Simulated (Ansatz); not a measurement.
YHg2 (space group P6/mmm): energy against volume

YHg₂ (space group P6/mmm)

```xyz
3
Lattice="4.8310 0.0000 0.0000 -2.4155 4.1838 0.0000 0.0000 0.0000 3.4195" Properties=species:S:1:pos:R:3 pbc="T T T"
Y      0.0000     0.0000     0.0000
Hg     0.0000     2.7892     1.7097
Hg     2.4155     1.3946     1.7097
```

E(V) scan at fixed shape, V₀ the volume above. Symmetry pins the atoms to their sites.

Calculation: PBEsol (plane waves to 420 eV, PAW, scalar-relativistic; Ansatz, a quantum-chemistry and plane-wave program). k mesh 11×11×14 (Γ-centred), Fermi-Dirac smearing 0.05 eV. Energies are smeared free energies. Stress and pressure are positive under compression. With the shape held, the modulus is that of even scaling; a crystal free to change shape is softer. Spin-orbit coupling is left out, though Hg is heavy. YHg2 is run without spin polarisation. YHg2 was relaxed with its symmetry unable to fall. ΔE is measured from the relaxed starting cell.

| V (Å³/atom) | ΔE (meV/atom) | P (GPa) |
|---|---|---|
| 20.734 | 72 | 11.2 |
| 21.310 | 38 | 7.7 |
| 21.886 | 16 | 4.7 |
| 22.462 | 4 | 2.2 |
| 23.038 | 0 | 0.0 |
| 23.614 | 3 | -1.9 |
| 24.190 | 13 | -3.5 |
| 24.766 | 28 | -4.8 |
| 25.342 | 48 | -6.0 |

Summary:

- Pressure at the smallest volume = 11.2 GPa
- Energy cost of the largest compression = 72 meV/atom
- Energy cost of the largest expansion = 48 meV/atom
- Bulk modulus at fixed cell shape B₀ (third-order Birch-Murnaghan fit) = 80.8 GPa
- Pressure derivative B₀′ (fit) = 5.2
- Equilibrium volume of the fit = 23.04 Å³/atom
- Pressure for 5 % compression (fit) = 4.7 GPa

(Under strain, the slope of the energy per volume gives the stress and its curvature an elastic modulus.)
